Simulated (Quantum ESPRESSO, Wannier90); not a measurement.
## ZrO$_{2}$ (anatase), plane waves to Wannier functions

```xyz
6
Lattice="0.0000 -4.0152 0.0000 4.0152 0.0000 0.0000 -2.0076 2.0076 5.3459" Properties=species:S:1:pos:R:3 pbc="T T T"
Zr     0.0000     0.0000     0.0000
Zr     0.0000     2.0076     2.6729
O      0.0000     0.0000    -2.1556
O      0.0000     2.0076     0.5174
O      2.0076     0.0000    -0.5174
O      0.0000     0.0000     2.1556
```

Cell from Materials Project (mp-754403), symmetrised, no further relaxation. Not found in the COD (Crystallography Open Database) copy used, which has the formula in other groups; not checked further. Computed values, not measurements, from PBEsol: Quantum ESPRESSO (norm-conserving PseudoDojo potentials, cutoff 68 Ry, no spin polarisation, no spin-orbit coupling) on a Γ-centred 6×6×6 mesh, then Wannier90. Density: 8×8×8 mesh, cold smearing 0.01 Ry.

A tight-binding model is made by disentanglement and projection with no localisation steps (num_iter = 0), so the 22 orbitals stay atom-like: hydrogen-like Zr: d; O: p, axes along x, y, z; frozen window up to 5.37 eV relative to the valence-band maximum. It follows pw.x to 0.4 meV rms for states up to 4.9 eV relative to the valence-band maximum. Matrix elements depend on this choice of orbitals and windows.

### Question
What are the on-site energies relative to the valence-band maximum, and how fast do the hoppings decay?

### Answer
| atom | orbitals | energy (eV) |
|---|---|---|
| Zr1 | dz2 | 7.14 |
| Zr1 | dxz dyz | 4.90 |
| Zr1 | dx2-y2 | 7.49 |
| Zr1 | dxy | 4.92 |
| Zr2 | dz2 | 7.14 |
| Zr2 | dxz dyz | 4.90 |
| Zr2 | dx2-y2 | 7.49 |
| Zr2 | dxy | 4.92 |
| O3 | pz | -0.74 |
| O3 | px | -0.77 |
| O3 | py | -0.56 |
| O4 | pz | -0.74 |
| O4 | px | -0.56 |
| O4 | py | -0.77 |
| O5 | pz | -0.74 |
| O5 | px | -0.77 |
| O5 | py | -0.56 |
| O6 | pz | -0.74 |
| O6 | px | -0.56 |
| O6 | py | -0.77 |

```csv
distance of the centres (Å),largest modulus (eV)
2–3,2.5
3–4,0.33
4–5,0.17
5–6,0.036
6–7,0.014
7–8,0.0056
8–9,0.0088
9–10,0.0020
10–11,0.0029
```
